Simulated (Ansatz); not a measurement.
Starting cell, Cd (hcp, Mg type):

```
CELL_PARAMETERS angstrom
      6.03211     0.00000     0.00000
     -1.50803     2.61198     0.00000
      0.00000     0.00000     5.81912
ATOMIC_POSITIONS crystal
  Cd 0.16667 0.66667 0.75000
  Cd 0.66667 0.66667 0.75000
  Cd 0.33333 0.33333 0.25000
  Cd 0.83333 0.33333 0.25000
```

A phonon eigenvector at M = (0.5, 0.0, 0.0) is frozen into this cell: atom i moves by Q times the vector below, so Q is the largest atomic displacement, in Å. The cell is held. (q is in reciprocal vectors of the primitive cell; the cell shown is doubled to hold the pattern.)

```json
[
 {"atom": "Cd1", "x": "0.000", "y": "0.000", "z": "1.000"},
 {"atom": "Cd2", "x": "0.000", "y": "0.000", "z": "-1.000"},
 {"atom": "Cd3", "x": "0.000", "y": "0.000", "z": "1.000"},
 {"atom": "Cd4", "x": "0.000", "y": "0.000", "z": "-1.000"}
]
```

The numbers are results of PBE (plane waves to 420 eV, PAW, scalar-relativistic; Ansatz, an electronic-structure program), not measurements. k mesh 9×18×8 (Γ-centred), Fermi-Dirac smearing 0.05 eV. Energies are smeared free energies. Compression counts positive. With partly filled bands, energies and forces of such displacements shift with the k mesh and the smearing. Cd was relaxed with its symmetry unable to fall. The relaxed volume of Cd is well above the measured one; the method has no dispersion term. ΔE is measured from the undisplaced structure.

```csv
Q (Å),ΔE (meV/cell),P (GPa),−dE/dQ from forces (eV/Å)
-0.280,(withheld),0.7,(withheld)
-0.233,64,0.4,0.708
-0.187,37,0.3,0.474
-0.140,(withheld),0.1,(withheld)
-0.093,8,0.1,0.179
-0.047,2,0.0,0.081
0.000,0,0.0,0.000
0.047,2,0.0,-0.081
0.093,8,0.1,-0.179
0.140,(withheld),0.1,(withheld)
0.187,37,0.3,-0.474
0.233,64,0.4,-0.708
0.280,(withheld),0.7,(withheld)
```

What belongs in the gaps?


- -0.280, ΔE (meV/cell): 104
- -0.280, −dE/dQ from forces (eV/Å): 1.033
- -0.140, ΔE (meV/cell): 19
- -0.140, −dE/dQ from forces (eV/Å): 0.305
- 0.140, ΔE (meV/cell): 19
- 0.140, −dE/dQ from forces (eV/Å): -0.305
- 0.280, ΔE (meV/cell): 104
- 0.280, −dE/dQ from forces (eV/Å): -1.033

(A displaced cell: forces are minus the slopes of the energy, force constants its curvatures, and phonons follow from these.)
